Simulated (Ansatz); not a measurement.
# Zr3O (P6_322), two-dimensional strain map

Computed with DFT PBEsol, scalar-relativistic, plane waves, PAW (Ansatz). Cutoff 420 eV, Γ-centred 12×12×8 k-points, Gaussian smearing of 0.15 eV. No spin polarisation. Energies are free energies at this smearing, counted from the undisturbed cell; pressure is positive in compression.

Zero of the scan (relaxed at this level; it needn't be the usual structure):

```xyz
8
Lattice="5.5834 0.0000 0.0000 -2.7917 4.8354 0.0000 0.0000 0.0000 5.1559" Properties=species:S:1:pos:R:3 pbc="T T T"
Zr    1.8950    0.0000    0.0000
Zr    0.9475    1.6411    2.5780
Zr   -0.9475    1.6411    0.0000
Zr    3.6884    0.0000    2.5780
Zr    1.8442    3.1943    0.0000
Zr   -1.8442    3.1943    2.5780
O     0.0000    3.2236    1.2890
O     2.7917    1.6118    3.8669
```

The cell is strained by p along both x and y and by q along z, fractional coordinates fixed. Points are written (p, q).

Energy above the undisturbed cell in meV/atom (a dash: not computed):

```csv
p \ q,-0.080,-0.040,0.000,0.040,0.080
-0.080,596.9,409.6,285.1,210.8,178.9
-0.040,257.5,–,66.1,–,60.3
0.000,101.5,–,0.0,–,71.9
0.080,180.4,–,203.8,–,372.4
```

Pressure in GPa:

```
 p \ q  -0.080  -0.040  0.000  0.040  0.080
-0.080    60.7    46.3   34.3   24.5   16.3
-0.040    34.2       –   14.4      –    1.0
 0.000    14.9       –    0.0      –   -9.7
 0.080    -8.2       –  -16.7      –  -21.8
```